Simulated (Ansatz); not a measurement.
Moving the functional in NaCu

```xyz
2
Lattice="2.9422 0.0000 0.0000 0.0000 2.9422 0.0000 0.0000 0.0000 4.0409" Properties=species:S:1:pos:R:3 pbc="T T T"
Na    0.0000    0.0000    0.0000
Cu    1.4711    1.4711    2.0205
```

The cell comes from a database or a generator and needn't be the stable form of this composition.

Kept alike: task band structure; k mesh 9 × 9 × 7; occupations fermi-dirac, width 0.05 eV; no spin polarisation. Program: Ansatz, Ansatz PAW. Cutoffs run from 420 to 500 eV. The mesh is that of the run's cell of 2 atoms. No spin-orbit coupling.

| functional | pressure (GPa) |
| --- | --- |
| BLYP | 4.69 |
| LDA | -1.87 |
| PBE | 3.00 |
| PBEsol | 0.73 |
| RPBE | 5.36 |
| r2SCAN | 1.31 |
| revPBE | 4.85 |

Pressure is positive in compression, with a Pulay correction for the finite cutoff. For a metal such a mesh leaves the last digits unconverged. All rows use potentials made for PBE.

The pressure runs from -1.87 (LDA) to 5.36 GPa (RPBE). From PBE: BLYP +1.69; LDA -4.87; PBEsol -2.27; RPBE +2.36; r2SCAN -1.69; revPBE +1.85. A positive pressure means that the functional's own cell is larger than the one given, a negative one that it is smaller.
